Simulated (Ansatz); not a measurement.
# Structures of Ga2B3: which is lowest?

Plane-wave DFT in Ansatz with scalar-relativistic PAW potentials, cutoff 420 eV, Γ-centred meshes chosen by cell and gap, Gaussian smearing with energies taken to zero width. Every cell was relaxed (cell and atoms) in a run of its own, within the symmetry of its start. Functional: PBE.

Relaxed structures (starts from databases or built by putting these elements on another compound's sites):
A. P-3m1, 5 atoms in the computed cell, a = 3.126 Å, c = 6.563 Å; sites (symmetry × multiplicity) Ga 3m. × 2, B -3m. × 1 + 3m. × 2; start: built
B. R-3m, 5 atoms in the computed cell, a = 3.056 Å, c = 19.650 Å; sites (symmetry × multiplicity) Ga 3m × 6, B -3m × 3 + 3m × 6; start: built

Task: Rank them by energy. Could pressure change the order?

Result:
```csv
structure,group,E − E(lowest) (meV/atom),V (Å³/atom),gap on mesh (eV)
A,P-3m1,0.0,11.11,0.00
B,R-3m,66,10.60,0.00
```

A is lowest, 66 meV/atom under B. B is denser by 0.51 Å³/atom, so pressure favours it: ΔE/ΔV, with ΔE in eV and 1 eV/Å³ = 160.2 GPa, gives about 21 GPa for equal enthalpy if both cells were rigid; at such pressures compression changes ΔV much, so this is a scale only. Other structures may lie lower than all of these, and vibrations aren't counted.